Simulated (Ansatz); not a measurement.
Level: PBE, no spin polarisation; 420 eV; 6×6×6 Γ-centred mesh; fermi-dirac occupations (width 0.1 eV); Ansatz 0.2.0, fixed geometry.

Computed maps in the lattice plane spanned by b (left to right, 5.72 Å, 17 points from zero) and c (bottom to top, 5.68 Å, 17 points from zero), 90° apart, at height 0.250 along a. The fields are smooth PAW ones with compensation charges, not the true ones near nuclei.

Valence density. Digits on a logarithmic scale: 0 up to 0.03 e/Å³, each further digit a factor of 1.6, 9 from 1.3 e/Å³ up:
```
23578864235899964
33345543335788764
54332334566776776
97532246899876889
99642358999987899
99742358999976899
99632247999865799
86432235788644578
54322233555433455
33233323333333333
22233332222223222
22344432222233322
23577764223455432
24799985324678753
35899997335899974
35999997436999985
34799996336999974
```

Question: The cell is KCa₂BO₃. Which atoms lie within 0.2 Å of this plane, and where (fractions of b and c)?

Answer: O at (0.75, 0.04), O at (0.96, 0.65), O at (0.54, 0.65), K at (0.25, 0.08), B at (0.75, 0.79). The whole cell:
```yaml
crystal:
  lattice:
    - [6.16184, 0.00000, 0.00000]
    - [0.00000, 5.71595, 0.00000]
    - [0.00000, 0.00000, 5.68126]
  atoms:
    - { symbol: O, position: [0.25000, 0.75000, 0.04280] }
    - { symbol: O, position: [0.75000, 0.25000, 0.95720] }
    - { symbol: Ca, position: [0.48000, 0.75000, 0.37100] }
    - { symbol: Ca, position: [0.02000, 0.75000, 0.37100] }
    - { symbol: Ca, position: [0.98000, 0.25000, 0.62900] }
    - { symbol: Ca, position: [0.52000, 0.25000, 0.62900] }
    - { symbol: O, position: [0.25000, 0.96230, 0.65200] }
    - { symbol: O, position: [0.25000, 0.53770, 0.65200] }
    - { symbol: O, position: [0.75000, 0.03770, 0.34800] }
    - { symbol: O, position: [0.75000, 0.46230, 0.34800] }
    - { symbol: K, position: [0.75000, 0.75000, 0.91770] }
    - { symbol: K, position: [0.25000, 0.25000, 0.08230] }
    - { symbol: B, position: [0.25000, 0.75000, 0.79480] }
    - { symbol: B, position: [0.75000, 0.25000, 0.20520] }
```

Origin: a known structure type with other elements, at an estimated volume, so it need not be a known compound.
